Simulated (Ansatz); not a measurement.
Ansatz (a first-principles code) input:

Ansatz 0.2 input:
```yaml
crystal:
  lattice:
    - [0.0, 2.9414943251, 2.9414943251]
    - [2.9414943251, 0.0, 2.9414943251]
    - [2.9414943251, 2.9414943251, 0.0]
  atoms:
    - { symbol: Be, position: [0.75, 0.75, 0.75] }
    - { symbol: Be, position: [0.8735732053, 0.3754755982, 0.3754755982] }
    - { symbol: Be, position: [0.3754755982, 0.3754755982, 0.3754755982] }
    - { symbol: Be, position: [0.3754755982, 0.3754755982, 0.8735732053] }
    - { symbol: Be, position: [0.3754755982, 0.8735732053, 0.3754755982] }
    - { symbol: Pt, position: [0.0, 0.0, 0.0] }
kpoints:
  mp_grid: { grid: [9, 9, 9] }
hamiltonian:
  xc: lda
  pseudopotentials: { kind: paw }
scf:
  occupations: { method: fixed }
phonons:
  method: dfpt
  response_accuracy: low
  qmesh: [3, 3, 3]
  interpolated_qmesh: [16, 16, 16]
  dielectric: true
  rigid_motions: translations
  temperatures: { t_max: 1000, t_step: 50 }
  qpath:
    path:
      - [[0.0, 0.0, 0.0], [0.5, 0.0, 0.5], [0.625, 0.25, 0.625]]  # Γ-X-U
      - [[0.375, 0.375, 0.75], [0.0, 0.0, 0.0], [0.5, 0.5, 0.5], [0.5, 0.25, 0.75], [0.5, 0.0, 0.5]]  # K-Γ-L-W-X
    npoints: 13
```

Output (shortened):

```
WARN phonons: the dynamical matrix that this run interpolates holds no multipole term above the dipole-dipole one, and a site of this crystal is no centre of …
Pseudopotential: Be, paw, valence charge 2
Pseudopotential: Pt, paw, valence charge 18
Functional definition: SPW92
Crystal: 6 atoms, lattice volume = 50.902 Å³
Basis set: ecut = 420 eV, 965 PW (Γ), exchange–correlation on 60×60×60 points (8 copies of the dense FFT grid, shifted against one another)
Bands: 20, of which v1, the nominal top of the filled ones, is band 14 counted from 1 (13 counted from 0)
Symmetry: 24 space group operations
k-points: 205 of 729 (irreducible under 2 space group operations, time reversal used)
SCF iter   1: F=—  HF=-12689.095554 eV  |F-HF|=—  |Δ(HF+E_count)|=         —  Δρ=8.53e-3  dr2=3.11e-2  ethr=1.77e-3  ⟨swp⟩=5.1  Hψ=17966  notcnv=0  defer=809
preconditioner: auto → none
SCF iter   2: F=—  HF=-12689.087694 eV  |F-HF|=—  |Δ(HF+E_count)|=   7.86e-3  Δρ=3.96e-3  dr2=1.25e-2  ethr=1.11e-4  ⟨swp⟩=2.3  Hψ=7966  notcnv=0  defer=815
SCF iter   3: F=—  HF=-12689.085956 eV  |F-HF|=—  |Δ(HF+E_count)|=   1.74e-3  Δρ=3.25e-3  dr2=6.37e-3  ethr=4.48e-5  ⟨swp⟩=2.1  Hψ=6229  notcnv=0  defer=815
SCF iter   4: F=—  HF=-12689.084507 eV  |F-HF|=—  |Δ(HF+E_count)|=   1.45e-3  Δρ=5.00e-4  dr2=6.03e-5  ethr=2.28e-5  ⟨swp⟩=2.1  Hψ=5475  notcnv=0  defer=800
SCF iter   5: F=—  HF=-12689.084486 eV  |F-HF|=—  |Δ(HF+E_count)|=   2.08e-5  Δρ=1.05e-4  dr2=2.87e-6  ethr=2.15e-7  ⟨swp⟩=2.4  Hψ=5303  notcnv=0  defer=307
SCF iter   6: F=—  HF=-12689.084488 eV  |F-HF|=—  |Δ(HF+E_count)|=   1.97e-6  Δρ=1.13e-5  dr2=3.95e-8  ethr=1.02e-8  ⟨swp⟩=2.2  Hψ=6674  notcnv=0  defer=303
SCF iter   7: F=—  HF=-12689.084488 eV  |F-HF|=—  |Δ(HF+E_count)|=   1.39e-8  Δρ=2.32e-6  dr2=1.31e-9  ethr=1.41e-10  ⟨swp⟩=1.3  Hψ=3891  notcnv=0  defer=303
SCF iter   8: F=-12689.084488 eV  HF=-12689.084488 eV  |F-HF|=1.09e-11  |Δ(HF+E_count)|=  5.07e-10  Δρ=2.17e-7  dr2=1.61e-11  ethr=1.00e-12  ⟨swp⟩=11.0  Hψ=22390  notcnv=0
SCF 1 converged in 8 iterations: F = -12689.084488 eV  dr2 = 1.61e-11
NSCF: frozen V_eff on 205 k-points
NSCF: frozen V_eff on 205 k-points
NSCF: frozen V_eff on 46 k-points
DFPT response loops at Γ: preconditioner auto → none (the input reference at scf.mixing.eps_inf says where Resta's filter doesn't serve); β = 0.50 …
── the response to a field inside a basis, on 12×12×12 k-points: an SCF that follows is theirs, and a resumed run solves both again ──
Crystal: 6 atoms, lattice volume = 50.902 Å³
Bands: 15, of which v1, the nominal top of the filled ones, is band 14 counted from 1 (13 counted from 0)
k-points: 182 of 1728 (irreducible under 6 space group operations, time reversal used)
SCF iter   1: F=—  HF=-12689.077672 eV  |F-HF|=—  |Δ(HF+E_count)|=         —  Δρ=2.18e-4  dr2=3.95e-6  ethr=1.00e-1
preconditioner: auto → none
SCF iter   2: F=—  HF=-12689.077673 eV  |F-HF|=—  |Δ(HF+E_count)|=   3.48e-7  Δρ=1.07e-4  dr2=1.22e-6  ethr=1.41e-8
SCF iter   3: F=—  HF=-12689.077673 eV  |F-HF|=—  |Δ(HF+E_count)|=   3.77e-7  Δρ=5.29e-5  dr2=1.42e-6  ethr=4.35e-9
SCF iter   4: F=-12689.077673 eV  HF=-12689.077673 eV  |F-HF|=1.04e-9  |Δ(HF+E_count)|=   2.36e-7  Δρ=7.26e-6  dr2=6.98e-9  ethr=4.35e-9
SCF 1 converged in 4 iterations: F = -12689.077673 eV  dr2 = 6.98e-9
DFPT response loops at Γ: mixed as the last ones told, above
WARN: field response: ε∞ stands inside a basis, on 12×12×12 points …
NSCF: frozen V_eff on 35 k-points
NSCF: frozen V_eff on 1458 k-points
DFPT response loops at q = (0, 0, 0.3333333333333333) (fractional): preconditioner auto → Resta (q_TF=auto, 2.470 Å⁻¹)  ε∞=14.8 (no band partly filled) …
NSCF: frozen V_eff on 1458 k-points
DFPT response loops at q = (0, 0.3333333333333333, 0.3333333333333333) (fractional): mixed as the last ones told, above
NSCF: frozen V_eff on 1458 k-points
DFPT response loops at q = (0, 0.3333333333333333, -0.33333333333333337) (fractional): mixed as the last ones told, above
SCF converged after 8 iterations
Free energy (F): -12689.084488 eV
Harris-Foulkes:  -12689.084488 eV  (|F-HF|=1.09e-11)
Internal energy: -12689.084488 eV  (E = F + TS)
E sigma→0 (E₀):  -12689.084488 eV
Fermi energy:    13.303487 eV
--- Per-component energies (eV) ---
  E_band       = -254.971294
  E_kinetic    = 749.210934
  E_local      = -2459.471539  (includes V_loc(G=0)·N_el)
  E_nonlocal   = 226.342820
  E_hartree    = 971.804003
  E_xc         = -363.175623
  E_vxc        = -412.969389  (∫ρ·V_xc dr)
  E_paw        = -9452.401583  (= ΣΔE_a)
  E_vpaw       = -301.692086  (= ΣTr[D̂ρ^β])
  E_aug_tail   = 0.000140  (compensation charges beyond the density's cutoff)
  E_ewald      = -2362.008946
  E_core_change = 0.615305  (= ΣΔE_core)
  E_smearing   =  0.000000  (= −TS)
  E_closure    = 0.000000  (closes the sum)
  Σ components = -12689.084488   (vs F -12689.084488, Δ=0.00e0)
  [band-id]    e_kinetic+e_local+e_nonlocal+2·e_hartree+e_vxc+e_vpaw+e_augmentation_tail = -254.971113   (vs E_band -254.971294, Δ=1.81e-4)
--- Band table (eV; the first three rows and the last of 205) ---
  k-point 0: bands = ["-86.6441", "-40.7482", "-40.7482", "-40.7482", "1.7686", "6.9919", "6.9919", "6.9919", "7.8073", "7.8073", "9.1601", "13.0116", "13.0116", "13.0116", "16.0930", "16.6458", "16.6458", "16.6458", "18.8124", "18.8124"]
  k-point 1: bands = ["-86.6441", "-40.7485", "-40.7483", "-40.7483", "1.9079", "6.8505", "7.0355", "7.0355", "7.8251", "7.8251", "9.1767", "12.2527", "12.9340", "12.9340", "16.2810", "16.3100", "16.3100", "17.1346", "18.8473", "18.8473"]
  k-point 2: bands = ["-86.6441", "-40.7493", "-40.7485", "-40.7485", "2.3161", "6.4653", "7.1116", "7.1116", "7.9366", "7.9366", "9.1041", "11.0498", "12.5952", "12.5952", "15.9084", "15.9084", "16.3703", "18.1275", "19.0365", "19.0365"]
  k-point 204: bands = ["-86.6441", "-40.7506", "-40.7490", "-40.7489", "3.9739", "5.0552", "6.9078", "7.2028", "8.1186", "8.4939", "8.6348", "10.4187", "10.9968", "11.3320", "15.8883", "15.9872", "17.1214", "18.3716", "19.9636", "20.7270"]
--- Phonons (Γ-DFPT): 3 representative perturbations + reference, on 205 of 729 k-points (Σ response iterations 7) ---
  ASR residual: 3.244e-4 → 0.000e0 eV/Å²; symmetrization residual: 1.908e-5 eV/Å²
  ASR residual per site (eV/Å²): 4.74e-5 2.29e-5 2.29e-5 2.29e-5 2.29e-5 3.24e-4
  Γ frequencies (cm⁻¹): 0.00 0.00 0.00 289.10 289.10 289.10 376.28 376.28 376.28 397.44 397.44 397.44 598.62 598.62 756.48 756.48 756.48 891.65
  ε∞ (high-frequency dielectric tensor):
       20.078931     0.000000     0.000000
        0.000000    20.078931     0.000000
        0.000000     0.000000    20.078931
  ε⁰ (static dielectric tensor: ions relaxed, cell fixed):
       30.791830     0.000000     0.000000
        0.000000    30.791830     0.000000
        0.000000     0.000000    30.791830
  ε⁰ − ε∞ (ionic part):
       10.712899     0.000000     0.000000
        0.000000    10.712899     0.000000
        0.000000     0.000000    10.712899
  softest optical mode at Γ: 289.10 cm⁻¹; the repairs (sum rule, projections) moved no ω² at Γ by more than (3.43 cm⁻¹)²
  Born effective charges Z* (e; rows j = field, columns β = displacement):
    site 0:
         2.36863    0.00000    0.00000
         0.00000    2.36863    0.00000
         0.00000    0.00000    2.36863
    site 1:
         0.66157   -0.01641   -0.01641
        -0.01641    0.66157    0.01641
        -0.01641    0.01641    0.66157
    site 2:
         0.66157    0.01641    0.01641
         0.01641    0.66157    0.01641
         0.01641    0.01641    0.66157
    site 3:
         0.66157    0.01641   -0.01641
         0.01641    0.66157   -0.01641
        -0.01641   -0.01641    0.66157
    site 4:
         0.66157   -0.01641    0.01641
        -0.01641    0.66157   -0.01641
         0.01641   -0.01641    0.66157
    site 5:
        -5.01493    0.00000    0.00000
         0.00000   -5.01493    0.00000
         0.00000    0.00000   -5.01493
  Z* charge neutrality: 6.975e-4 e pre-enforcement
  solved inside a basis spanned on kpoints, on 12×12×12 k-points, its susceptibility summed on 16×16×16 …
  optical modes at Γ without the LO–TO term, one row a degenerate level:
      ω (cm⁻¹)  modes    IR ((D/Å)²/amu)
        289.10      3            62.5755
        376.28      3             0.0000
        397.44      3             2.8963
        598.62      2             0.0000
        756.48      3             0.0001
        891.65      1             0.0000
  optical modes at Γ + LO–TO along q̂ = [1.0000, 0.0000, 0.0000]:
      ω (cm⁻¹)  modes    IR ((D/Å)²/amu)
        289.10      2            41.7170
        353.03      1            17.3318
        376.28      3             0.0000
        397.44      2             1.9308
        403.06      1             4.4921
        598.62      2             0.0000
        756.48      2             0.0001
        756.48      1             0.0000
        891.65      1             0.0000
  optical modes at Γ + LO–TO along q̂ = [0.0000, 1.0000, 0.0000]:
      ω (cm⁻¹)  modes    IR ((D/Å)²/amu)
        289.10      2            41.7170
        353.03      1            17.3318
        376.28      3             0.0000
        397.44      2             1.9308
        403.06      1             4.4921
        598.62      2             0.0000
        756.48      2             0.0001
        756.48      1             0.0000
        891.65      1             0.0000
  optical modes at Γ + LO–TO along q̂ = [0.0000, 0.0000, 1.0000]:
      ω (cm⁻¹)  modes    IR ((D/Å)²/amu)
        289.10      2            41.7170
        353.03      1            17.3318
        376.28      3             0.0000
        397.44      2             1.9308
        403.06      1             4.4921
        598.62      2             0.0000
        756.48      2             0.0001
        756.48      1             0.0000
        891.65      1             0.0000
  non-analytic LO–TO correction: the dipole-dipole term of the run's Born effective charges and high-frequency dielectric tensor (where they are solved with …
--- Phonons (arbitrary-q DFPT): 4 irreducible q on the 3×3×3 mesh ---
  q = [0.0000, 0.0000, 0.0000] (star 1, of the zone-centre solve; hermiticity 3.09e-6, symmetrization 2.75e-7):  0.00 0.00 0.00 289.10 289.10 289.10 376.28 376.28 376.28 397.44 397.44 397.44 598.62 598.62 756.48 756.48 756.48 891.65
  q = [0.0000, 0.0000, 0.3333] (star 8, 5 solved perturbations in 2349 linear systems a pass and spin channel, the states on 729 of 729 k-point pairs; hermiticity 9.82e-7, symmetrization 1.67e-13): 116.38 116.38 146.54 318.77 318.77 378.60 378.60 384.24 …
  q = [0.0000, 0.3333, 0.3333] (star 6, 8 solved perturbations in 2988 linear systems a pass and spin channel, the states on 729 of 729 k-point pairs; hermiticity 1.86e-6, symmetrization 2.43e-6): 118.65 118.65 148.44 325.29 325.29 381.92 381.92 384.98 444.54 …
  q = [0.0000, 0.3333, -0.3333] (star 12, 10 solved perturbations in 4626 linear systems a pass and spin channel, the states on 729 of 729 k-point pairs; hermiticity 1.57e-6, symmetrization 4.43e-7): 131.77 141.21 147.49 347.72 356.98 361.96 367.37 434.87 …
  sum rule: each row above includes the acoustic sum rule's correction from the zone centre's row sums; it moved no ω² by more than (1.20 cm⁻¹)²
  mesh force constants: q→R imaginary residual 1.42e-16; ASR residual 3.244e-4 → 0.000e0 eV/Å²; symmetrization residual 8.882e-15 eV/Å²
  interpolated dispersion: 81 rows × 18 modes
  density of states and harmonic sums: on the 16×16×16 q-mesh, interpolated from the force constants of a 3×3×3 supercell (with the dipole–dipole term)
  largest difference from the sums on the solved wave vectors: F 2.34e-2 eV, S 3.30e-5 and C_V 9.49e-6 eV/K
  zero-point energy: 0.513082 eV/cell   skipped modes (ω ≤ 0): 3   left out of the sums: 4.07e-5 of the cell's modes …
```

Cost: very roughly 16 core-minutes on shared cores.

Space group F-43m. The workflow started from a Materials Project entry (that database holds measured and hypothetical structures alike); the Crystallography Open Database copy checked does not list it. With Be and Pt taken as one species the cell has the higher symmetry Fd-3m, so it may be an ordered model of a mixed-site phase. Whether it is the stable phase at ambient conditions was not checked. The LDA relaxation kept the symmetry of its start. No spin polarisation was allowed. Spin–orbit coupling is left out wherever it is not named.

Potentials: the later of the program's two PAW sets.

Ansatz is a plane-wave DFT program.
